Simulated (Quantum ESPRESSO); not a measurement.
## Ta3AgLi3Mg (finding a planted mistake in a log)

Simulated, not a measurement. The program is pw.x of Quantum ESPRESSO 7.5 (plane-wave density functional theory). The cell is made up: eight metal atoms on a hexagonal close-packed lattice, with elements, volume, strain and displacements drawn at random and not relaxed, so it may be unstable or far from any real phase. PseudoDojo standard norm-conserving files set the functional (PBE unless stated); there is no spin polarisation or spin-orbit coupling, the Fermi-Dirac width of 0.25 eV means electrons at about 2900 K, and the masses in the input are unused placeholders. Heavy elements are run without spin-orbit coupling, which real alloys of them have. A spin test at this wide smearing found no moment, but such smearing suppresses magnetism that the real alloy may have.

Intended input:

```
&control calculation='scf', pseudo_dir='./dojo.nc.sr.pbe.v0_5.standard.upf', outdir='./o', disk_io='minimal', tprnfor=.true., tstress=.true. /
&system ibrav=0, nat=8, ntyp=4, nbnd=52, ecutwfc=84.00895049, nosym=.true., tot_charge=0,
 occupations='smearing', smearing='fd', degauss=0.0183746611
/
&electrons conv_thr=1.470e-08, electron_maxstep=70, mixing_beta=0.5 /
ATOMIC_SPECIES
Ag 1.0 Ag.upf
Li 1.0 Li.upf
Mg 1.0 Mg.upf
Ta 1.0 Ta.upf
CELL_PARAMETERS angstrom
4.5968 -2.654 0.0
-3.0645 0.0 -4.8353
3.0645 5.3079 0.0
ATOMIC_POSITIONS angstrom
Ta -0.124 0.0181 0.1293
Ag 1.6616 2.6935 0.0543
Li -0.02 1.8457 -2.4611
Ta 1.5938 4.3856 -2.3291
Li 3.0229 0.0112 0.0768
Ta 4.6019 2.7036 0.0385
Mg 1.4935 -0.8502 -2.5556
Li 3.2015 1.9606 -2.44
K_POINTS automatic
5 5 4 1 1 1
```

The log is shortened where brackets say so; the opening notice, blank lines, dates and the lines on written files are dropped, and the path of the files is cut. It prints rydbergs, bohrs and kilobars, and counts compression as positive stress. Its total energy is the free energy E - TS of the whole cell.

Log of the intended run:

```
     Program PWSCF v.7.5
     Parallel version (MPI & OpenMP), running on       4 processor cores
     Number of MPI processes:                 4
     Threads/MPI process:                     1
     [start-up lines left out]
     bravais-lattice index     =            0
     lattice parameter (alat)  =      10.0306  a.u.
     unit-cell volume          =    1061.5439 (a.u.)^3
     number of atoms/cell      =            8
     number of atomic types    =            4
     number of electrons       =        77.00
     number of Kohn-Sham states=           52
     kinetic-energy cutoff     =      84.0090  Ry
     charge density cutoff     =     336.0358  Ry
     scf convergence threshold =      1.5E-08
     mixing beta               =       0.5000
     number of iterations used =            8  plain     mixing
     Exchange-correlation= PBE
                           (   1   4   3   4   0   0   0)
     [axes and pseudopotential details left out]
   Cartesian axes
     site n.     atom                  positions (alat units)
         1        Ta     tau(   1) = (  -0.0233612   0.0034100   0.0243597  )
         2        Ag     tau(   2) = (   0.3130401   0.5074468   0.0102299  )
         3        Li     tau(   3) = (  -0.0037679   0.3477240  -0.4636634  )
         4        Ta     tau(   4) = (   0.3002668   0.8262330  -0.4387950  )
         5        Li     tau(   5) = (   0.5695047   0.0021100   0.0144689  )
         6        Ta     tau(   6) = (   0.8669833   0.5093496   0.0072533  )
         7        Mg     tau(   7) = (   0.2813706  -0.1601750  -0.4814669  )
         8        Li     tau(   8) = (   0.6031524   0.3693708  -0.4596882  )
     number of k points=    50  Fermi-Dirac smearing, width (Ry)=  0.0184
                       cart. coord. in units 2pi/alat
        k(    1) = (   0.1407303   0.0437508  -0.1989665), wk =   0.0400000
        k(    2) = (   0.2489857   0.2312521  -0.2675762), wk =   0.0400000
     [further k points left out]
     Dense  grid:   110475 G-vectors     FFT dimensions: (  60,  64,  72)
     Estimated max dynamical RAM per process >     317.66 MB
     Estimated total dynamical RAM >       1.16 GB
     Initial potential from superposition of free atoms
     starting charge      76.9823, renormalised to      77.0000
     Starting wfcs are   51 randomized atomic wfcs +    1 random wfcs
     total cpu time spent up to now is        4.1 secs
     per-process dynamical memory:   248.2 Mb
     Self-consistent Calculation
     iteration #  1     ecut=    84.01 Ry     beta= 0.50
     Davidson diagonalization with overlap
     ethr =  1.00E-02,  avg # of iterations =  3.7
     total cpu time spent up to now is       14.3 secs
     total energy              =    -862.09148804 Ry
     estimated scf accuracy    <       0.77632096 Ry
     iteration #  2     ecut=    84.01 Ry     beta= 0.50
     Davidson diagonalization with overlap
     ethr =  1.01E-03,  avg # of iterations =  2.3
     total cpu time spent up to now is       24.2 secs
     total energy              =    -862.28241667 Ry
     estimated scf accuracy    <       1.13897657 Ry
     [iterations 3 to 10 left out]
     iteration # 11     ecut=    84.01 Ry     beta= 0.50
     Davidson diagonalization with overlap
     ethr =  8.86E-10,  avg # of iterations =  3.1
     total cpu time spent up to now is      102.3 secs
     total energy              =    -862.44372559 Ry
     estimated scf accuracy    <       0.00000024 Ry
     iteration # 12     ecut=    84.01 Ry     beta= 0.50
     Davidson diagonalization with overlap
     ethr =  3.12E-10,  avg # of iterations =  2.0
     total cpu time spent up to now is      110.7 secs
     End of self-consistent calculation
     [lines on levels left out]
!    total energy              =    -862.44372562 Ry
     estimated scf accuracy    <       0.00000001 Ry
     smearing contrib. (-TS)   =      -0.10226570 Ry
     internal energy E=F+TS    =    -862.34145993 Ry
     The total energy is F=E-TS. E is the sum of the following terms:
     one-electron contribution =    -463.65717796 Ry
     hartree contribution      =     239.44068001 Ry
     xc contribution           =    -160.39901186 Ry
     ewald contribution        =    -477.72595011 Ry
     convergence has been achieved in  12 iterations
     Forces acting on atoms (cartesian axes, Ry/au):
     atom    1 type  4   force =     0.01570849   -0.04550015   -0.04752840
     atom    2 type  1   force =    -0.01864005   -0.01477829   -0.00297687
     atom    3 type  2   force =     0.00059214   -0.00221632    0.01248058
     atom    4 type  4   force =    -0.02541807    0.01879877   -0.00489340
     atom    5 type  2   force =    -0.00332612    0.00757257   -0.01109045
     atom    6 type  4   force =     0.03380192    0.03891755    0.00545149
     atom    7 type  3   force =     0.01269761    0.01745277    0.03366865
     atom    8 type  2   force =    -0.01541591   -0.02024690    0.01488840
     Total force =     0.108084     Total SCF correction =     0.000349
     Computing stress (Cartesian axis) and pressure
          total   stress  (Ry/bohr**3)                   (kbar)     P=      -67.75
  -0.00050854   0.00017794  -0.00008113          -74.81       26.18      -11.93
   0.00017794  -0.00039327  -0.00012800           26.18      -57.85      -18.83
  -0.00008113  -0.00012800  -0.00047983          -11.93      -18.83      -70.59
     init_run     :      3.79s CPU      3.94s WALL (       1 calls)
     electrons    :    105.80s CPU    106.69s WALL (       1 calls)
     forces       :      1.45s CPU      1.48s WALL (       1 calls)
     stress       :      5.05s CPU      5.05s WALL (       1 calls)
     [timing details left out]
     PWSCF        :   1m56.22s CPU   1m57.33s WALL
     JOB DONE.
```

A second run was made from an input with one planted mistake. Its log:

```
     Program PWSCF v.7.5
     Parallel version (MPI & OpenMP), running on       4 processor cores
     Number of MPI processes:                 4
     Threads/MPI process:                     1
     [start-up lines left out]
     bravais-lattice index     =            0
     lattice parameter (alat)  =      10.0888  a.u.
     unit-cell volume          =    1080.1241 (a.u.)^3
     number of atoms/cell      =            8
     number of atomic types    =            4
     number of electrons       =        77.00
     number of Kohn-Sham states=           52
     kinetic-energy cutoff     =      84.0090  Ry
     charge density cutoff     =     336.0358  Ry
     scf convergence threshold =      1.5E-08
     mixing beta               =       0.5000
     number of iterations used =            8  plain     mixing
     Exchange-correlation= PBE
                           (   1   4   3   4   0   0   0)
     [axes and pseudopotential details left out]
   Cartesian axes
     site n.     atom                  positions (alat units)
         1        Ta     tau(   1) = (  -0.0233574   0.0034090   0.0243502  )
         2        Ag     tau(   2) = (   0.3130310   0.5074391   0.0102271  )
         3        Li     tau(   3) = (  -0.0037649   0.3477206  -0.4636650  )
         4        Ta     tau(   4) = (   0.3002565   0.8262205  -0.4387903  )
         5        Li     tau(   5) = (   0.5694946   0.0021166   0.0144603  )
         6        Ta     tau(   6) = (   0.8669790   0.5093497   0.0072489  )
         7        Mg     tau(   7) = (   0.2813758  -0.1601680  -0.4814594  )
         8        Li     tau(   8) = (   0.6031541   0.3693736  -0.4596940  )
     number of k points=    50  Fermi-Dirac smearing, width (Ry)=  0.0184
                       cart. coord. in units 2pi/alat
        k(    1) = (   0.1407301   0.0437510  -0.1989697), wk =   0.0400000
        k(    2) = (   0.2489853   0.2312530  -0.2675805), wk =   0.0400000
     [further k points left out]
     Dense  grid:   112365 G-vectors     FFT dimensions: (  60,  64,  72)
     Estimated max dynamical RAM per process >     322.61 MB
     Estimated total dynamical RAM >       1.18 GB
     Initial potential from superposition of free atoms
     starting charge      76.9823, renormalised to      77.0000
     Starting wfcs are   51 randomized atomic wfcs +    1 random wfcs
     total cpu time spent up to now is        4.1 secs
     per-process dynamical memory:   252.0 Mb
     Self-consistent Calculation
     iteration #  1     ecut=    84.01 Ry     beta= 0.50
     Davidson diagonalization with overlap
     ethr =  1.00E-02,  avg # of iterations =  3.7
     Threshold (ethr) on eigenvalues was too large:
     Diagonalizing with lowered threshold
     Davidson diagonalization with overlap
     ethr =  9.62E-04,  avg # of iterations =  1.1
     total cpu time spent up to now is       21.9 secs
     total energy              =    -862.09622797 Ry
     estimated scf accuracy    <       0.76165106 Ry
     iteration #  2     ecut=    84.01 Ry     beta= 0.50
     Davidson diagonalization with overlap
     ethr =  9.89E-04,  avg # of iterations =  2.1
     total cpu time spent up to now is       31.3 secs
     total energy              =    -862.27944117 Ry
     estimated scf accuracy    <       1.06500501 Ry
     [iterations 3 to 11 left out]
     iteration # 12     ecut=    84.01 Ry     beta= 0.50
     Davidson diagonalization with overlap
     ethr =  2.86E-10,  avg # of iterations =  2.0
     total cpu time spent up to now is      118.0 secs
     total energy              =    -862.43464993 Ry
     estimated scf accuracy    <       0.00000002 Ry
     iteration # 13     ecut=    84.01 Ry     beta= 0.50
     Davidson diagonalization with overlap
     ethr =  1.97E-11,  avg # of iterations =  2.2
     total cpu time spent up to now is      127.0 secs
     End of self-consistent calculation
     [lines on levels left out]
!    total energy              =    -862.43464993 Ry
     estimated scf accuracy    <          2.3E-09 Ry
     smearing contrib. (-TS)   =      -0.10407315 Ry
     internal energy E=F+TS    =    -862.33057677 Ry
     The total energy is F=E-TS. E is the sum of the following terms:
     one-electron contribution =    -468.00813476 Ry
     hartree contribution      =     240.98407159 Ry
     xc contribution           =    -160.33428955 Ry
     ewald contribution        =    -474.97222405 Ry
     convergence has been achieved in  13 iterations
     Forces acting on atoms (cartesian axes, Ry/au):
     atom    1 type  4   force =     0.01329119   -0.04727787   -0.04602116
     atom    2 type  1   force =    -0.01702807   -0.01222860   -0.00353184
     atom    3 type  2   force =     0.00079123   -0.00220389    0.01183779
     atom    4 type  4   force =    -0.02540362    0.01875497   -0.00372512
     atom    5 type  2   force =    -0.00358035    0.00685044   -0.01023328
     atom    6 type  4   force =     0.03517754    0.03988551    0.00539858
     atom    7 type  3   force =     0.01136929    0.01511346    0.03236877
     atom    8 type  2   force =    -0.01461721   -0.01889402    0.01390626
     Total force =     0.106441     Total SCF correction =     0.000194
     Computing stress (Cartesian axis) and pressure
          total   stress  (Ry/bohr**3)                   (kbar)     P=      -76.34
  -0.00056949   0.00017697  -0.00008022          -83.77       26.03      -11.80
   0.00017697  -0.00044689  -0.00012977           26.03      -65.74      -19.09
  -0.00008022  -0.00012977  -0.00054042          -11.80      -19.09      -79.50
     init_run     :      3.87s CPU      4.04s WALL (       1 calls)
     electrons    :    121.60s CPU    122.91s WALL (       1 calls)
     forces       :      1.48s CPU      1.50s WALL (       1 calls)
     stress       :      5.15s CPU      5.16s WALL (       1 calls)
     [timing details left out]
     PWSCF        :   2m12.17s CPU   2m13.73s WALL
     JOB DONE.
```

Question: the log repeats what the program read. Compare it with the intended run: what was wrong in the second input?

Answer: the cell and the positions are scaled by a wrong factor. The input lines that differ:

```
- 4.5968 -2.654 0.0
- -3.0645 0.0 -4.8353
- 3.0645 5.3079 0.0
+ 4.6235 -2.6694 0.0
+ -3.0823 0.0 -4.8633
+ 3.0823 5.3387 0.0
- Ta -0.124 0.0181 0.1293
- Ag 1.6616 2.6935 0.0543
- Li -0.02 1.8457 -2.4611
- Ta 1.5938 4.3856 -2.3291
- Li 3.0229 0.0112 0.0768
- Ta 4.6019 2.7036 0.0385
- Mg 1.4935 -0.8502 -2.5556
- Li 3.2015 1.9606 -2.44
+ Ta -0.1247 0.0182 0.13
+ Ag 1.6712 2.7091 0.0546
+ Li -0.0201 1.8564 -2.4754
+ Ta 1.603 4.411 -2.3426
+ Li 3.0404 0.0113 0.0772
+ Ta 4.6286 2.7193 0.0387
+ Mg 1.5022 -0.8551 -2.5704
+ Li 3.2201 1.972 -2.4542
```

|  | intended run | run with the mistake |
| --- | --- | --- |
| free energy (eV) | -11734.145 | -11734.021 |
| entropy term -TS, part of it (eV) | -1.391 | -1.416 |
| pressure (GPa) | -6.77 | -7.63 |
| size of the largest force component (eV/Å) | 1.222 | 1.216 |
| largest change of a force component (eV/Å) |  | 0.066 |
| iterations | 12 | 13 |

For scale, a rerun of the intended cell at a higher cutoff and on a denser mesh moved values by no more than 0.003 eV in energy, 0.02 GPa in stress and 0.007 eV/Å in force, and a second program with other atomic files agreed on that cell to 2 % rms in force and 0.5 GPa in pressure.